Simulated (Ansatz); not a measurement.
Crystals of one structure type (rock salt) and one family of elements, relaxed and computed with PBE (plane waves, PAW; program Ansatz).

| crystal | V (Å³/atom) | B₀ by P(V) fit (GPa) |
|---|---|---|
| TaC | 11.20 | 324 |
| NbC | 11.28 | ? |
| VSi | 14.59 | 139 |
| NbSi | 17.05 | 150 |
| TaSi | 17.07 | 162 |

### Question
Fit a straight line to ln B₀ against ln V and predict the withheld value.

### Answer
Least squares on the 4 shown rows: ln B₀ = -1.70 × ln V + (9.780), with a scatter of 18.5 %. For NbC this gives 287. The run itself gave 300, a miss of 4.3 % of that.

Constructed cells (a structure type filled with these elements, in neither database checked): VSi, rock salt; NbSi, rock salt; TaSi, rock salt. Began spin-polarised and lost the moments: VSi, rock salt. All cells were relaxed under the symmetry of their starts (and spin orders); stability against distortions was not tested throughout. Rows with no word on spin ran without spin polarisation. Scalar-relativistic: spin–orbit coupling is off unless named, which matters more the heavier the elements.

Potentials: the later of the program's two PAW sets.
